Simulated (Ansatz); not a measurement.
One stationary structure of MgF2. Space group Pnma (No. 62). Method: PBEsol (plane waves to 420 eV, PAW, scalar-relativistic; Ansatz, a quantum-chemistry and plane-wave program).

```cif
data_F8Mg4
_chemical_formula_sum 'Mg4 F8'
_space_group_name_H-M_alt 'Pnma'
_space_group_IT_number 62
_space_group_name_Hall '-P 2ac 2n'
_cell_length_a 9.90658
_cell_length_b 3.27181
_cell_length_c 3.75977
_cell_angle_alpha 90.000
_cell_angle_beta 90.000
_cell_angle_gamma 90.000
loop_
_atom_site_label
_atom_site_type_symbol
_atom_site_symmetry_multiplicity
_atom_site_Wyckoff_symbol
_atom_site_fract_x
_atom_site_fract_y
_atom_site_fract_z
_atom_site_occupancy
Mg1 Mg 4 c 0.38213 0.25000 0.23588 1
F1 F 4 c 0.21678 0.25000 0.56813 1
F2 F 4 c 0.02510 0.75000 0.24066 1
```

Problem. Give the band gap at the level PBEsol.

Solution. 6.52 eV, direct at Γ (no spin-orbit coupling).

No spin polarisation in the result.

The run could not lose the symmetry of its start.

The first start was generated by placing the elements on the sites of a structure type. Materials Project lists a structure of MgF2 in the same space group, Pnma (No. 62); the sites were not compared with it, nor with measured phases. Known forms of MgF2 include space group No. 136.
